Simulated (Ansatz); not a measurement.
Hf:
```cif
data_Hf2
_chemical_formula_sum 'Hf2'
_space_group_name_H-M_alt 'P63/mmc'
_space_group_IT_number 194
_space_group_name_Hall '-P 6c 2c'
_cell_length_a 3.16043
_cell_length_b 3.16043
_cell_length_c 4.99564
_cell_angle_alpha 90.000
_cell_angle_beta 90.000
_cell_angle_gamma 120.000
loop_
_atom_site_label
_atom_site_type_symbol
_atom_site_symmetry_multiplicity
_atom_site_Wyckoff_symbol
_atom_site_fract_x
_atom_site_fract_y
_atom_site_fract_z
_atom_site_occupancy
Hf1 Hf 2 c 0.33333 0.66667 0.25000 1
```

Relaxed with PBEsol.

Problem. Which orbitals make up the states near the Fermi level in plane-wave PAW PBEsol (Ansatz code)?

Solution. Within 0.5 eV of the Fermi level: Hf 5d 89 %. Projections are on Löwdin-orthogonalised atomic valence shells; empty p or d shells of many metals are not among them.

Problem. Tabulate the density of states.

Solution. States/eV per cell of 2 atoms, in 0.25 eV bins, energy from the Fermi level.

```tsv
E (eV)	total	Hf 5d	Hf 6s	Hf 5p
-7.85	0.00	0.00	0.00	0.00
-7.60	0.00	0.00	0.00	0.00
-7.35	0.05	0.00	0.05	0.00
-7.10	0.10	0.00	0.09	0.00
-6.85	0.13	0.00	0.12	0.00
-6.60	0.16	0.00	0.15	0.00
-6.35	0.19	0.01	0.17	0.00
-6.10	0.22	0.01	0.19	0.01
-5.85	0.25	0.02	0.22	0.01
-5.60	0.29	0.03	0.25	0.01
-5.35	0.31	0.04	0.26	0.01
-5.10	0.36	0.06	0.29	0.01
-4.85	0.42	0.09	0.31	0.01
-4.60	0.48	0.13	0.33	0.01
-4.35	0.58	0.19	0.36	0.02
-4.10	0.72	0.30	0.39	0.02
-3.85	1.12	0.64	0.45	0.02
-3.60	1.43	0.95	0.44	0.02
-3.35	1.37	0.96	0.37	0.02
-3.10	1.32	0.98	0.30	0.02
-2.85	1.57	1.25	0.27	0.03
-2.60	1.65	1.39	0.21	0.03
-2.35	1.75	1.56	0.15	0.03
-2.10	1.82	1.67	0.10	0.03
-1.85	1.31	1.21	0.06	0.02
-1.60	1.81	1.67	0.07	0.03
-1.35	2.25	2.08	0.09	0.04
-1.10	2.76	2.50	0.13	0.04
-0.85	3.20	2.85	0.17	0.05
-0.60	2.14	1.95	0.09	0.03
-0.35	1.03	0.93	0.04	0.01
-0.10	1.29	1.14	0.05	0.02
0.15	2.22	1.97	0.10	0.02
0.40	3.43	3.06	0.17	0.03
0.65	3.19	2.80	0.18	0.02
0.90	3.20	2.73	0.21	0.02
1.15	2.96	2.49	0.19	0.02
1.40	3.05	2.65	0.15	0.02
1.65	2.99	2.79	0.07	0.01
1.90	2.06	1.93	0.04	0.01
2.15	1.40	1.32	0.02	0.00
2.40	1.17	1.11	0.02	0.00
2.65	1.13	1.08	0.01	0.00
2.90	1.23	1.18	0.01	0.00
3.15	1.18	1.12	0.02	0.00
3.40	1.17	1.12	0.02	0.00
3.65	1.19	1.13	0.02	0.00
3.90	1.20	1.13	0.03	0.00
4.15	1.25	1.16	0.04	0.00
4.40	1.37	1.26	0.06	0.00
4.65	1.51	1.37	0.08	0.00
```

Space group P6_3/mmc (hcp (Mg type)). Symmetry was held in the PBEsol relaxation. The run is not spin-polarised. Spin–orbit coupling is left out wherever it is not named.

Potentials: the earlier of the program's two PAW sets. The files were generated under PBE; for other functionals the program regenerates the frozen cores, and for LDA and PBEsol the local potential too.
